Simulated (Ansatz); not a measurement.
## One input, then a changed one: Co (hcp type)

First run: DFT, PBE, PAW with Ansatz's default frozen-core files, scalar-relativistic (Ansatz 0.2.0).

Command: `ansatz run input.yaml --threads 1 --pin off --max-ram 2048MiB --backend cpu --events-out ev --progress --plain --runs-dir out` It took 4 s on 1 thread of Intel(R) Xeon(R) Platinum 8488C (Sapphire Rapids), on a shared host, peak memory 0.38 GiB.

```yaml
crystal:
  lattice:
    - [2.0437601365, 0.0, 0.0]
    - [-1.0218800682, 1.7699481974, 0.0]
    - [0.0, 0.0, 3.3134202893]
  atoms:
    - { symbol: Co, position: [0.3333333333, 0.6666666667, 0.25] }
    - { symbol: Co, position: [0.6666666667, 0.3333333333, 0.75] }
kpoints:
  mp_grid: { grid: [17, 17, 10] }
  band_path:
    path:
      - [0.0, 0.0, 0.0]
      - [0.5, 0.0, 0.0]
      - [0.3333333333, 0.3333333333, 0.0]
      - [0.0, 0.0, 0.0]
      - [0.0, 0.0, 0.5]
      - [0.5, 0.0, 0.5]
      - [0.3333333333, 0.3333333333, 0.5]
      - [0.0, 0.0, 0.5]
      - [0.5, 0.0, 0.5]
    npoints: 8
scf:
  occupations: { method: fermi_dirac, width: 0.05 }
hamiltonian:
  xc: pbe
  pseudopotentials: { kind: paw }
output:
  forces: true
  stress: true
  eigenvalues: true
  populations: true
  dos: { projected: true, de: 0.2, e_range: [-14, 8] }
  write_density: true
  write_potential: true
  elf: true
  volumetric_format: npy
```

The base cell comes from a relaxation on PAW files under the same functional.

This run: volume at 0.58 of the series' base cell.

It converges in 7 SCF iterations at a pressure of 486.4 GPa, cutoff 420 eV.

The input is then changed:

```diff
   populations: true
-  dos: { projected: true, de: 0.2, e_range: [-14, 8] }
-  write_density: true
-  write_potential: true
-  elf: true
-  volumetric_format: npy
+basis:
+  ecutwfc: "300 eV"
```

Task: Predict the outcome of the changed run.

Result: It converges in 6 SCF iterations at a pressure of 463.6 GPa, cutoff 300 eV, free energy +0.59 eV/atom against the first run's. More than one line changes, and not each need have an effect. Some of the changed settings are coarser than converged work would use.
